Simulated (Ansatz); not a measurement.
A relaxed structure of ScAlCO is spoiled in several ways and relaxed again each time (noise and exchanges are one random draw each; pressure is positive under compression). Method: r2SCAN (plane waves to 500 eV, PAW, scalar-relativistic; Ansatz, a first-principles code).

```cif
data_C2Al2O2Sc2
_chemical_formula_sum 'Sc2 Al2 C2 O2'
_space_group_name_H-M_alt 'P63mc'
_space_group_IT_number 186
_space_group_name_Hall 'P 6c -2c'
_cell_length_a 3.24424
_cell_length_b 3.24424
_cell_length_c 10.17754
_cell_angle_alpha 90.000
_cell_angle_beta 90.000
_cell_angle_gamma 120.000
loop_
_atom_site_label
_atom_site_type_symbol
_atom_site_symmetry_multiplicity
_atom_site_Wyckoff_symbol
_atom_site_fract_x
_atom_site_fract_y
_atom_site_fract_z
_atom_site_occupancy
Sc1 Sc 2 b 0.33333 0.66667 0.30382 1
Al1 Al 2 a 0.00000 0.00000 0.02055 1
C1 C 2 b 0.66667 0.33333 0.44192 1
O1 O 2 a 0.00000 0.00000 0.19703 1
```

Q: One start gave a first pressure of +73.4 GPa, a largest first force of 5.53 eV/Å and released 1.01 eV/atom. Which change was it?
A) with every coordinate shifted by Gaussian noise of σ = 0.2 Å
B) deformed by the Cartesian strain tensor (xx, yy, zz, yz, xz, xy) = (-0.090, 0.057, -0.143, -0.082, 0.057, -0.038)
C) shaken by Gaussian noise of σ = 0.08 Å a coordinate

A: B, deformed by the Cartesian strain tensor (xx, yy, zz, yz, xz, xy) = (-0.090, 0.057, -0.143, -0.082, 0.057, -0.038). All starts:

```tsv
change	first pressure (GPa)	largest first force (eV/Å)	released (eV/atom)	moves	outcome	final group	E − E(parent) (eV/atom)
with every coordinate shifted by Gaussian noise of σ = 0.2 Å	14.1	7.41	0.44	6	returns to the parent	P6₃mc	0.000
deformed by the Cartesian strain tensor (xx, yy, zz, yz, xz, xy) = (-0.090, 0.057, -0.143, -0.082, 0.057, -0.038)	73.4	5.53	1.01	9	returns to the parent	P6₃mc	0.000
shaken by Gaussian noise of σ = 0.08 Å a coordinate	4.0	3.09	0.12	5	returns to the parent	P6₃mc	0.000
```

First-step values come from each run's starting, coarser k-mesh (8×8×3, 9×8×3). Each cell has its own k-point mesh; energy differences are given only to the digits this allows. No spin polarisation in the result.

The relaxation started from an entry of Materials Project.
